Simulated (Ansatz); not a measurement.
TiSi2:
```cif
data_Si8Ti4
_chemical_formula_sum 'Ti4 Si8'
_space_group_name_H-M_alt 'Cmcm'
_space_group_IT_number 63
_space_group_name_Hall '-C 2c 2'
_cell_length_a 3.52729
_cell_length_b 13.52195
_cell_length_c 3.56556
_cell_angle_alpha 90.000
_cell_angle_beta 90.000
_cell_angle_gamma 90.000
loop_
_atom_site_label
_atom_site_type_symbol
_atom_site_symmetry_multiplicity
_atom_site_Wyckoff_symbol
_atom_site_fract_x
_atom_site_fract_y
_atom_site_fract_z
_atom_site_occupancy
Ti1 Ti 4 c 0.00000 0.10319 0.75000 1
Si1 Si 4 c 0.00000 0.55831 0.25000 1
Si2 Si 4 c 0.00000 0.24976 0.25000 1
```
(The calculation used a cell of 6 atoms; values per cell refer to that cell.)

Relaxed with r²SCAN.

Tabulate the valence density and the electron localisation function along the shortest Ti–Ti contact (3.31 Å), DFT-r²SCAN in the program Ansatz with PAW potentials.



| distance from Ti (Å) | density (e/Å³) | ELF |
|---|---|---|
| 0.33 | 8.79 | 0.70 |
| 0.50 | 5.36 | 0.74 |
| 0.66 | 2.40 | 0.65 |
| 0.83 | 0.85 | 0.37 |
| 0.99 | 0.35 | 0.12 |
| 1.16 | 0.20 | 0.08 |
| 1.32 | 0.16 | 0.13 |
| 1.49 | 0.15 | 0.22 |
| 1.66 | 0.15 | 0.26 |
| 1.82 | 0.15 | 0.22 |
| 1.99 | 0.16 | 0.13 |
| 2.15 | 0.20 | 0.08 |
| 2.32 | 0.35 | 0.12 |
| 2.48 | 0.85 | 0.37 |
| 2.65 | 2.40 | 0.65 |
| 2.81 | 5.36 | 0.74 |
| 2.98 | 8.79 | 0.70 |

The density is the valence pseudo-density with augmentation charge, so density and ELF within about 1 Å of a nucleus are not all-electron values.

The cell was relaxed with r²SCAN under the symmetry of its start. The run is not spin-polarised.

Potentials: the earlier of the program's two PAW sets.
